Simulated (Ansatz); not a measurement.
SnBi:
```xyz
2
Lattice="-3.0385 3.0385 1.6222 3.0385 -3.0385 1.6222 3.0385 3.0385 -1.6222" Properties=species:S:1:pos:R:3 pbc="T T T"
Sn     0.0000     0.0000     0.0000
Bi     0.0000     3.0385     0.8111
```

Relaxed with PBEsol. Special points in fractions of this cell's reciprocal vectors: Γ (0.000, 0.000, 0.000); X (0.000, 0.000, 0.500); M (-0.500, 0.500, 0.500); Z (0.321, 0.321, -0.321); Z0 (-0.321, 0.679, 0.321); P (0.250, 0.250, 0.250); N (0.000, 0.500, 0.000).

Task: List the band energies nearest the Fermi level at these points for PBEsol with spin–orbit coupling (plane waves, PAW; program Ansatz).

Result: In eV from the Fermi level; about four levels below and three above (degenerate sets whole), none deeper than 8.9 eV; points with the same levels are listed once.

```tsv
k	below	above
Γ	-3.20 -3.20 -2.15 -2.15	2.85 2.85 3.48 3.48
X	-8.79 -8.79 -1.18 -1.18	0.05 0.05 0.39 0.39
M	-5.30 -5.30 -4.79 -4.79	3.48 3.48 4.79 4.79
Z	-3.07 -3.07 -2.89 -2.89	1.22 1.22 4.43 4.43
P	-4.48 -4.24 -3.55 -3.40	1.47 1.56 2.33
N	-2.49 -2.49 -1.47 -1.47	1.57 1.57 2.16 2.16
```

Space group I-4m2. The first step of the workflow began from a Materials Project structure, measured or hypothetical; the Crystallography Open Database copy checked does not list it. With Sn and Bi taken as one species the cell has the higher symmetry I4_1/amd, so it may be an ordered model of a mixed-site phase. Whether it is the stable phase at ambient conditions was not checked. The cell was relaxed with PBEsol under the symmetry of its start; its stability against distortions is not shown here.

Potentials: the later of the program's two PAW sets.
